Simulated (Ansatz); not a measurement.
Ti2Cd: levels along high-symmetry lines

```yaml
crystal:
  lattice:
    - [-1.43250, 1.43250, 6.71000]
    - [1.43250, -1.43250, 6.71000]
    - [1.43250, 1.43250, -6.71000]
  atoms:
    - { symbol: Ti, position: [0.32400, 0.32400, 0.00000] }
    - { symbol: Ti, position: [0.67600, 0.67600, 0.00000] }
    - { symbol: Cd, position: [0.00000, 0.00000, 0.00000] }
```

Atoms are numbered in the order listed.

The geometry is COD entry 1525205, unchecked; take it as a test cell.

These are results of DFT, LDA, all-electron LAPW, scalar-relativistic in Ansatz 0.2.0, not measurements.

Sampling and basis: a Γ-centred 16×16×16 k mesh, Fermi–Dirac smearing of 0.08 eV, basis error target 1 meV/atom, no spin polarisation.

Points in fractions of the reciprocal vectors of this cell: Γ (0, 0, 0), X (0, 0, 0.5), P (0.25, 0.25, 0.25), N (0, 0.5, 0), M (0.5, 0.5, -0.5), S (0.261, 0.739, -0.261), S0 (-0.261, 0.261, 0.261). The path runs Γ–X–P–N–Γ–M–S–S0–Γ. Energies are in eV from the Fermi level; (×n) counts levels within 4 meV of each other, which need not be degenerate by symmetry.

Q: Metal or insulator at this level of theory?

A: No gap opens: metallic or semimetallic.

Q: Tabulate bands 20 to 25, counted from the lowest band of the run, along the path.

A: 
```json
{"k (1/Å)": "0.00", "point": "Γ", "band 20": "-3.16", "band 21": "-1.41", "band 22": "-0.68", "band 23": "0.01", "band 24": "1.39", "band 25": "1.39"}
{"k (1/Å)": "0.22", "point": "", "band 20": "-3.02", "band 21": "-1.31", "band 22": "-0.60", "band 23": "0.09", "band 24": "1.28", "band 25": "1.53"}
{"k (1/Å)": "0.44", "point": "", "band 20": "-2.62", "band 21": "-1.01", "band 22": "-0.40", "band 23": "0.31", "band 24": "1.02", "band 25": "1.28"}
{"k (1/Å)": "0.66", "point": "", "band 20": "-1.96", "band 21": "-0.64", "band 22": "-0.18", "band 23": "0.58", "band 24": "0.81", "band 25": "0.92"}
{"k (1/Å)": "0.89", "point": "", "band 20": "-1.39", "band 21": "-0.54", "band 22": "0.00", "band 23": "0.41", "band 24": "0.69", "band 25": "1.07"}
{"k (1/Å)": "1.11", "point": "", "band 20": "-1.45", "band 21": "-0.71", "band 22": "0.19", "band 23": "0.47", "band 24": "0.61", "band 25": "1.87"}
{"k (1/Å)": "1.33", "point": "", "band 20": "-1.44", "band 21": "-0.89", "band 22": "0.12", "band 23": "0.88", "band 24": "1.33", "band 25": "2.16"}
{"k (1/Å)": "1.55", "point": "X", "band 20": "-1.40", "band 21": "-0.96", "band 22": "-0.04", "band 23": "1.67", "band 24": "1.78", "band 25": "2.10"}
{"k (1/Å)": "1.58", "point": "", "band 20": "-1.39", "band 21": "-0.97", "band 22": "-0.02", "band 23": "1.53", "band 24": "1.92", "band 25": "2.10"}
{"k (1/Å)": "1.62", "point": "", "band 20": "-1.38", "band 21": "-0.99", "band 22": "0.03", "band 23": "1.36", "band 24": "2.11", "band 25": "2.11"}
{"k (1/Å)": "1.65", "point": "", "band 20": "-1.36", "band 21": "-1.03", "band 22": "0.10", "band 23": "1.19", "band 24": "2.12", "band 25": "2.25"}
{"k (1/Å)": "1.68", "point": "", "band 20": "-1.34", "band 21": "-1.08", "band 22": "0.20", "band 23": "1.02", "band 24": "2.13", "band 25": "2.24"}
{"k (1/Å)": "1.72", "point": "", "band 20": "-1.31", "band 21": "-1.13", "band 22": "0.31", "band 23": "0.86", "band 24": "2.14", "band 25": "2.22"}
{"k (1/Å)": "1.75", "point": "", "band 20": "-1.27", "band 21": "-1.18", "band 22": "0.43", "band 23": "0.71", "band 24": "2.15", "band 25": "2.21"}
{"k (1/Å)": "1.78", "point": "P", "band 20": "-1.23", "band 21": "-1.23", "band 22": "0.57", "band 23": "0.57", "band 24": "2.15", "band 25": "2.21"}
{"k (1/Å)": "1.94", "point": "", "band 20": "-1.26", "band 21": "-1.19", "band 22": "0.32", "band 23": "0.46", "band 24": "2.14", "band 25": "2.22"}
{"k (1/Å)": "2.10", "point": "", "band 20": "-1.33", "band 21": "-1.11", "band 22": "-0.24", "band 23": "0.34", "band 24": "1.99", "band 25": "1.99"}
{"k (1/Å)": "2.25", "point": "", "band 20": "-1.35", "band 21": "-1.02", "band 22": "-0.83", "band 23": "0.34", "band 24": "1.35", "band 25": "1.51"}
{"k (1/Å)": "2.41", "point": "", "band 20": "-1.33", "band 21": "-1.17", "band 22": "-0.81", "band 23": "0.33", "band 24": "0.88", "band 25": "0.99"}
{"k (1/Å)": "2.57", "point": "", "band 20": "-1.41", "band 21": "-1.22", "band 22": "-0.60", "band 23": "0.23", "band 24": "0.42", "band 25": "1.03"}
{"k (1/Å)": "2.72", "point": "", "band 20": "-1.55", "band 21": "-1.30", "band 22": "-0.47", "band 23": "0.26", "band 24": "0.28", "band 25": "1.13"}
{"k (1/Å)": "2.88", "point": "N", "band 20": "-1.62", "band 21": "-1.34", "band 22": "-0.47", "band 23": "0.29", "band 24": "0.33", "band 25": "1.16"}
{"k (1/Å)": "3.04", "point": "", "band 20": "-1.70", "band 21": "-0.88", "band 22": "-0.43", "band 23": "0.04", "band 24": "0.56", "band 25": "1.20"}
{"k (1/Å)": "3.20", "point": "", "band 20": "-1.73", "band 21": "-0.54", "band 22": "-0.32", "band 23": "0.14", "band 24": "0.71", "band 25": "1.28"}
{"k (1/Å)": "3.36", "point": "", "band 20": "-1.89", "band 21": "-0.72", "band 22": "-0.41", "band 23": "0.53", "band 24": "0.78", "band 25": "1.36"}
{"k (1/Å)": "3.52", "point": "", "band 20": "-2.23", "band 21": "-0.98", "band 22": "-0.46", "band 23": "0.38", "band 24": "1.11", "band 25": "1.40"}
{"k (1/Å)": "3.68", "point": "", "band 20": "-2.66", "band 21": "-1.21", "band 22": "-0.54", "band 23": "0.17", "band 24": "1.41", "band 25": "1.42"}
{"k (1/Å)": "3.84", "point": "", "band 20": "-3.01", "band 21": "-1.36", "band 22": "-0.63", "band 23": "0.05", "band 24": "1.40", "band 25": "1.40"}
{"k (1/Å)": "4.00", "point": "Γ", "band 20": "-3.16", "band 21": "-1.41", "band 22": "-0.68", "band 23": "0.01", "band 24": "1.39", "band 25": "1.39"}
{"k (1/Å)": "4.07", "point": "", "band 20": "-2.94", "band 21": "-1.41", "band 22": "-0.65", "band 23": "0.01", "band 24": "1.39", "band 25": "1.39"}
{"k (1/Å)": "4.14", "point": "", "band 20": "-2.64", "band 21": "-1.41", "band 22": "-0.55", "band 23": "0.00", "band 24": "1.37", "band 25": "1.37"}
{"k (1/Å)": "4.20", "point": "", "band 20": "-2.39", "band 21": "-1.40", "band 22": "-0.40", "band 23": "0.00", "band 24": "1.36", "band 25": "1.36"}
{"k (1/Å)": "4.27", "point": "", "band 20": "-2.20", "band 21": "-1.40", "band 22": "-0.21", "band 23": "-0.01", "band 24": "1.34", "band 25": "1.34"}
{"k (1/Å)": "4.34", "point": "", "band 20": "-2.08", "band 21": "-1.39", "band 22": "-0.03", "band 23": "-0.02", "band 24": "1.32", "band 25": "1.32"}
{"k (1/Å)": "4.40", "point": "", "band 20": "-2.01", "band 21": "-1.39", "band 22": "-0.02", "band 23": "0.11", "band 24": "1.31", "band 25": "1.31"}
{"k (1/Å)": "4.47", "point": "M", "band 20": "-1.99", "band 21": "-1.39", "band 22": "-0.02", "band 23": "0.16", "band 24": "1.30", "band 25": "1.30"}
{"k (1/Å)": "4.62", "point": "", "band 20": "-1.91", "band 21": "-1.34", "band 22": "0.00", "band 23": "0.18", "band 24": "1.24", "band 25": "1.32"}
{"k (1/Å)": "4.77", "point": "", "band 20": "-1.72", "band 21": "-1.21", "band 22": "-0.12", "band 23": "0.37", "band 24": "1.08", "band 25": "1.35"}
{"k (1/Å)": "4.92", "point": "", "band 20": "-1.46", "band 21": "-0.99", "band 22": "-0.36", "band 23": "0.63", "band 24": "0.85", "band 25": "1.39"}
{"k (1/Å)": "5.07", "point": "", "band 20": "-1.23", "band 21": "-0.73", "band 22": "-0.66", "band 23": "0.57", "band 24": "0.76", "band 25": "1.38"}
{"k (1/Å)": "5.22", "point": "", "band 20": "-1.08", "band 21": "-0.93", "band 22": "-0.56", "band 23": "0.15", "band 24": "0.73", "band 25": "1.31"}
{"k (1/Å)": "5.37", "point": "", "band 20": "-1.19", "band 21": "-1.06", "band 22": "-0.90", "band 23": "0.02", "band 24": "0.59", "band 25": "1.22"}
{"k (1/Å)": "5.52", "point": "S", "band 20": "-1.87", "band 21": "-0.94", "band 22": "-0.89", "band 23": "0.25", "band 24": "0.37", "band 25": "1.17"}
{"k (1/Å)": "5.59", "point": "", "band 20": "-1.82", "band 21": "-1.07", "band 22": "-0.72", "band 23": "0.27", "band 24": "0.35", "band 25": "1.16"}
{"k (1/Å)": "5.65", "point": "", "band 20": "-1.72", "band 21": "-1.21", "band 22": "-0.57", "band 23": "0.29", "band 24": "0.34", "band 25": "1.16"}
{"k (1/Å)": "5.72", "point": "", "band 20": "-1.63", "band 21": "-1.32", "band 22": "-0.48", "band 23": "0.29", "band 24": "0.33", "band 25": "1.16"}
{"k (1/Å)": "5.79", "point": "", "band 20": "-1.63", "band 21": "-1.32", "band 22": "-0.48", "band 23": "0.29", "band 24": "0.33", "band 25": "1.16"}
{"k (1/Å)": "5.86", "point": "", "band 20": "-1.72", "band 21": "-1.21", "band 22": "-0.57", "band 23": "0.29", "band 24": "0.34", "band 25": "1.16"}
{"k (1/Å)": "5.93", "point": "", "band 20": "-1.82", "band 21": "-1.07", "band 22": "-0.72", "band 23": "0.27", "band 24": "0.35", "band 25": "1.16"}
{"k (1/Å)": "6.00", "point": "S0", "band 20": "-1.87", "band 21": "-0.94", "band 22": "-0.89", "band 23": "0.25", "band 24": "0.37", "band 25": "1.17"}
{"k (1/Å)": "6.16", "point": "", "band 20": "-1.86", "band 21": "-0.63", "band 22": "-0.53", "band 23": "0.08", "band 24": "0.53", "band 25": "1.19"}
{"k (1/Å)": "6.32", "point": "", "band 20": "-2.00", "band 21": "-0.46", "band 22": "-0.17", "band 23": "0.06", "band 24": "0.71", "band 25": "1.26"}
{"k (1/Å)": "6.49", "point": "", "band 20": "-2.28", "band 21": "-0.67", "band 22": "-0.34", "band 23": "0.54", "band 24": "0.75", "band 25": "1.35"}
{"k (1/Å)": "6.65", "point": "", "band 20": "-2.58", "band 21": "-0.95", "band 22": "-0.45", "band 23": "0.39", "band 24": "1.09", "band 25": "1.40"}
{"k (1/Å)": "6.82", "point": "", "band 20": "-2.87", "band 21": "-1.19", "band 22": "-0.55", "band 23": "0.19", "band 24": "1.41", "band 25": "1.45"}
{"k (1/Å)": "6.98", "point": "", "band 20": "-3.08", "band 21": "-1.35", "band 22": "-0.64", "band 23": "0.05", "band 24": "1.40", "band 25": "1.40"}
{"k (1/Å)": "7.14", "point": "Γ", "band 20": "-3.16", "band 21": "-1.41", "band 22": "-0.68", "band 23": "0.01", "band 24": "1.39", "band 25": "1.39"}
```
